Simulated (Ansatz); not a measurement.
**Field gradients of SiO₂ from run to run**

Cell of run 1: a COD entry, atoms as given.

```cif
data_SiO2
_symmetry_space_group_name_H-M 'P4_12_12'
_symmetry_Int_Tables_number 92
_cell_length_a 4.9860
_cell_length_b 4.9860
_cell_length_c 6.9770
_cell_angle_alpha 90.000
_cell_angle_beta 90.000
_cell_angle_gamma 90.000
loop_
_atom_site_label
_atom_site_type_symbol
_atom_site_symmetry_multiplicity
_atom_site_Wyckoff_symbol
_atom_site_fract_x
_atom_site_fract_y
_atom_site_fract_z
Si Si 4 a 0.2988 0.2988 0.0000
O O 8 b 0.2408 0.1017 0.1766
```

One atom of each set is listed.

Relaxed positions (PBE, cell held):

Si (0.3032, 0.3032, 0.0000)
O (0.2376, 0.1127, 0.1831)

All runs are DFT with Ansatz 0.2.0 (plane waves and PAW, scalar-relativistic unless spin–orbit coupling is named, Γ-centred meshes, Fermi–Dirac smearing where given) in this cell.

Run 1: PBE, gradients read without the response of the cores, atoms as given; 420 eV, 5×5×4 k-points, smearing 0.02 eV.
Run 2: PBE, gradients read without the response of the cores, atoms relaxed; 420 eV, 5×5×4 k-points, smearing 0.02 eV.
Run 3: r2SCAN, gradients read without the response of the cores, at the relaxed atoms; 500 eV, 5×5×4 k-points, smearing 0.02 eV.

(1) What does each run give, and what moves the gradients most?

## Answers

(1) 

```json
{"run": "1", "Si V_zz (η)": "-0.30 (0.48)", "O V_zz (η)": "9.52 (0.12)"}
{"run": "2", "Si V_zz (η)": "-0.33 (0.71)", "O V_zz (η)": "9.82 (0.18)"}
{"run": "3", "Si V_zz (η)": "-0.34 (0.66)", "O V_zz (η)": "9.74 (0.18)"}
```

V_zz in 10²¹ V/m². Against run 1, the gradient tensors on these sites move by at most 0.46 in run 2 (O), 0.40 in run 3 (O). Taken one at a time, the positions of the atoms (as given or relaxed) move the tensors on these sites by up to 0.46 (largest principal value of the change, on O), the functional (r2SCAN with its higher cutoff) by 0.09 (O).

In runs 1, 3 the atoms aren't at the calculated equilibrium (largest force 0.47, 0.30 eV/Å). The cell isn't the equilibrium one in run 1 (calculated pressure 7 GPa), and the entry's cell may itself be off.
